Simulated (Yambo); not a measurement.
**Ba₂RuH₆: sweep of GW parameters**

G0W0@PBEsol for Ba2RuH6 (space group Fm-3m, No. 225) in Yambo. Reference settings: 2×2×2 Γ-centred k mesh, bands 5 to 186 and a 7 Ry block in the screening, 186 bands in G with the Bruneval-Gonze terminator, plasmon pole fitted at 27.2 eV. The PBEsol gap Γ → X on this mesh is 1.74 eV; G0W0 gaps are taken between the same points.

```json
[
 {"change from the reference": "reference settings", "G0W0 gap Γ → X (eV)": "2.72", "shift of the valence edge (eV)": "-0.27", "rough Yambo cost": "1"},
 {"change from the reference": "69 bands in W, 69 bands in G", "G0W0 gap Γ → X (eV)": "2.70", "shift of the valence edge (eV)": "0.05", "rough Yambo cost": "about 1/3"},
 {"change from the reference": "120 bands in W, 120 bands in G", "G0W0 gap Γ → X (eV)": "2.69", "shift of the valence edge (eV)": "-0.15", "rough Yambo cost": "about 1/2"},
 {"change from the reference": "69 bands in G", "G0W0 gap Γ → X (eV)": "2.72", "shift of the valence edge (eV)": "-0.20", "rough Yambo cost": "–"},
 {"change from the reference": "120 bands in G", "G0W0 gap Γ → X (eV)": "2.71", "shift of the valence edge (eV)": "-0.24", "rough Yambo cost": "–"},
 {"change from the reference": "87 bands in W", "G0W0 gap Γ → X (eV)": "2.68", "shift of the valence edge (eV)": "-0.09", "rough Yambo cost": "about 1/2"},
 {"change from the reference": "2 Ry block", "G0W0 gap Γ → X (eV)": "2.67", "shift of the valence edge (eV)": "-0.15", "rough Yambo cost": "about 1/2"},
 {"change from the reference": "3 Ry block", "G0W0 gap Γ → X (eV)": "2.66", "shift of the valence edge (eV)": "-0.18", "rough Yambo cost": "about 1/2"},
 {"change from the reference": "6 Ry block", "G0W0 gap Γ → X (eV)": "2.71", "shift of the valence edge (eV)": "-0.27", "rough Yambo cost": "within a factor of two"},
 {"change from the reference": "pole fitted at 40 eV", "G0W0 gap Γ → X (eV)": "2.74", "shift of the valence edge (eV)": "-0.33", "rough Yambo cost": "–"},
 {"change from the reference": "no random integration", "G0W0 gap Γ → X (eV)": "2.64", "shift of the valence edge (eV)": "-0.01", "rough Yambo cost": "–"},
 {"change from the reference": "69 bands in G, no terminator", "G0W0 gap Γ → X (eV)": "2.56", "shift of the valence edge (eV)": "0.46", "rough Yambo cost": "–"},
 {"change from the reference": "120 bands in G, no terminator", "G0W0 gap Γ → X (eV)": "2.61", "shift of the valence edge (eV)": "0.11", "rough Yambo cost": "–"},
 {"change from the reference": "no terminator", "G0W0 gap Γ → X (eV)": "2.67", "shift of the valence edge (eV)": "-0.10", "rough Yambo cost": "–"}
]
```

The reference isn't shown to be the converged limit. Costs are rough (shared machines), scaled to the same edge states, and given only for runs that recompute the screening.

Spin-orbit splittings are left out.

Geometry of the Materials Project entry, not relaxed at this level; primitive cell a = b = c = 5.704 Å, α = β = γ = 60.00°.

The structure is a Materials Project entry; no match was found in the copy of COD used, and its stability was not checked.

A shift is the quasiparticle energy of the state minus its PBEsol energy.
